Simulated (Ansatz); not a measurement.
# ZrH$_{3}$: do energies and stresses tell the same story?

Theory: DFT r2SCAN, scalar-relativistic, plane waves, PAW in Ansatz.

Plane waves to 500 eV, a k mesh through Γ of 14×14×14 on the computed 4-atom cell and Gaussian smearing (0.10 eV); no spin polarisation.

Relaxed cell: Pm-3m, a = 3.112 Å, b = 3.112 Å, c = 3.112 Å, α = 90.00°, β = 90.00°, γ = 90.00°, 4 atoms in the primitive cell. Whether it is the stable form of this composition wasn't checked.

Energies at zero smearing and pressures from the stress tensor, at volumes with shape and atoms relaxed:
| V (Å³/atom) | E − E(first) (meV/atom) | P (GPa) |
| --- | --- | --- |
| 7.083 | 0.00 | 9.31 |
| 7.309 | -9.53 | 4.33 |
| 7.535 | -12.49 | 0.00 |
| 7.761 | -9.74 | -3.77 |
| 7.987 | -2.01 | -7.05 |

Question: Check P = −dE/dV between neighbouring volumes, and get the bulk modulus from the pressures alone.

Answer: With 1 eV/Å³ = 160.2 GPa:
| middle V (Å³/atom) | −ΔE/ΔV (GPa) | mean P (GPa) |
| --- | --- | --- |
| 7.196 | 6.755 | 6.820 |
| 7.422 | 2.099 | 2.162 |
| 7.648 | -1.952 | -1.886 |
| 7.874 | -5.478 | -5.411 |

The two differ by 0.07 GPa at most. The mean of two end pressures misses the average over a step by about ΔV² P″/12, up to 0.06 GPa here; with that taken off 0.03 GPa remains. The stress is the derivative of the free energy, not of the energy at zero smearing, and with free energies 0.00 GPa remains. Around V = 7.535 Å³/atom, the two neighbours give B = −V ΔP/ΔV = 7.535 × 8.10 / 0.452 = 135.0 GPa, against B0 = 134.9 GPa from the Birch–Murnaghan fit of the energies.